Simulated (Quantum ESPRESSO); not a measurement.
## Mo2Mg2AlInRe2 (one composition in several site orders)

A calculation, not a measurement. The program is pw.x of Quantum ESPRESSO 7.5 (plane-wave density functional theory). The cell is made up: eight metal atoms on a face-centred cubic lattice, with elements, volume, strain and displacements drawn at random and not relaxed, so it may be unstable or far from any real phase. PseudoDojo standard norm-conserving files set the functional (PBE unless stated); there is no spin polarisation or spin-orbit coupling, the Fermi-Dirac width of 0.25 eV means electrons at about 2900 K, and the masses in the input are unused placeholders. Heavy elements are run without spin-orbit coupling, which real alloys of them have. A spin test at this wide smearing found no moment, but such smearing suppresses magnetism that the real alloy may have.

The runs put one composition on the sites in different orders. Cell, positions, cutoff, mesh and smearing stay as in the input of run 1; sites are counted in its order. Stress in the tables is positive in tension.

Input of run 1:

```
&control calculation='scf', pseudo_dir='./dojo.nc.sr.pbe.v0_5.standard.upf', outdir='./o', disk_io='minimal', tprnfor=.true., tstress=.true. /
&system ibrav=0, nat=8, ntyp=5, nbnd=60, ecutwfc=84.00895049, nosym=.true., tot_charge=0,
 occupations='smearing', smearing='fd', degauss=0.0183746611
/
&electrons conv_thr=1.470e-08, electron_maxstep=70, mixing_beta=0.5 /
ATOMIC_SPECIES
Al 1.0 Al.upf
In 1.0 In.upf
Mg 1.0 Mg.upf
Mo 1.0 Mo.upf
Re 1.0 Re.upf
CELL_PARAMETERS angstrom
0.0 -2.0856 -2.0856
-6.2567 -2.0856 0.0
-2.0856 4.1712 -6.2567
ATOMIC_POSITIONS angstrom
Mo -0.0326 -0.1144 -0.094
Mg -1.9888 2.0527 -4.1802
Al -2.0268 0.084 -1.963
Mo -4.1073 2.168 -6.3021
In -4.1223 0.0182 -4.1345
Re -4.095 -2.1381 -2.0199
Re -6.1839 0.0024 -6.2991
Mg -6.2679 -2.0555 -4.2524
K_POINTS automatic
8 4 3 1 1 1
```

| run | elements on sites 1 to 8 | free energy less that of run 1 (eV) | -TS (eV) | pressure (GPa) | stress xx (GPa) | stress yy (GPa) | stress zz (GPa) | stress yz (GPa) | stress xz (GPa) | stress xy (GPa) | iterations |
| --- | --- | --- | --- | --- | --- | --- | --- | --- | --- | --- | --- |
| 1 | Mo Mg Al Mo In Re Re Mg | 0.000 | -1.493 | -9.92 | 10.87 | 9.75 | 9.15 | -1.18 | -1.63 | 1.31 | 15 |
| 2 | In Al Mg Mo Mo Re Mg Re | 0.383 | -1.498 | -10.91 | 9.52 | 11.22 | 11.99 | 0.91 | 0.90 | -1.89 | 18 |
| 3 | Al Mo Mg Re Re Mo In Mg | 0.651 | -1.600 | -9.98 | 9.15 | 10.59 | 10.21 | 0.65 | -0.87 | 1.04 | 16 |
| 4 | Al In Re Mg Mg Re Mo Mo | 0.294 | -1.479 | -10.73 | 7.04 | 12.34 | 12.82 | -1.49 | -0.33 | 0.85 | 18 |
| 5 | Mg Mo Al Mo Mg Re Re In | 0.521 | -1.553 | -9.61 | 7.95 | 10.20 | 10.69 | -0.85 | -0.19 | -0.25 | 18 |
| 6 | Mg Mo In Al Mo Mg Re Re | 0.004 | -1.478 | -10.40 | 11.24 | 9.97 | 9.98 | -0.17 | -1.25 | 0.82 | 16 |

Forces Fx Fy Fz (eV/Å):

| site | run 1 | run 2 | run 3 | run 4 | run 5 | run 6 |
| --- | --- | --- | --- | --- | --- | --- |
| 1 | 1.48 0.14 0.08 | 1.18 1.10 -0.11 | 0.35 -0.24 0.76 | 1.15 1.39 -0.84 | 1.23 0.31 0.54 | 1.21 0.09 0.62 |
| 2 | -0.14 0.84 -0.72 | -0.59 -0.74 0.80 | -2.52 0.17 -0.27 | -0.10 0.24 -0.12 | -0.32 1.05 -0.94 | 0.82 0.31 -0.17 |
| 3 | -0.32 -1.08 0.51 | -0.67 0.14 -0.91 | -0.97 -0.07 -0.59 | -0.07 -0.59 0.59 | -1.53 -0.51 -0.04 | -0.17 0.28 -1.16 |
| 4 | -1.41 -0.10 0.01 | -1.16 -1.03 0.56 | 0.34 -0.30 0.13 | -0.71 -0.35 -0.01 | -1.54 -0.98 0.63 | -0.35 -1.85 1.57 |
| 5 | -0.35 0.08 -0.25 | -0.45 -0.30 0.37 | 1.15 0.30 -0.29 | -0.07 -0.48 0.34 | 0.20 0.27 -0.43 | -1.70 0.63 -0.40 |
| 6 | 0.28 -0.89 0.99 | -0.32 0.59 -0.65 | 0.11 0.43 -0.39 | -0.40 0.68 -0.87 | 0.98 -0.65 0.58 | -0.88 0.35 -0.36 |
| 7 | -0.29 1.60 -1.46 | 0.55 -0.17 0.20 | 0.42 -0.25 0.31 | -0.72 0.62 -0.65 | -0.03 0.92 -0.98 | 0.66 -1.28 1.15 |
| 8 | 0.75 -0.59 0.83 | 1.47 0.42 -0.26 | 1.12 -0.04 0.34 | 0.93 -1.51 1.57 | 1.01 -0.41 0.63 | 0.41 1.48 -1.25 |

The sites are displaced and not relaxed, so the energy differences mix bonding between neighbours with strain and are not ordering energies. A rerun of one cell of this series at a higher cutoff and on a denser mesh moved values by no more than 0.005 eV in energy, 0.03 GPa in stress and 0.008 eV/Å in force, and a second program with other atomic files agreed on that cell to 2 % rms in force and 0.5 GPa in pressure.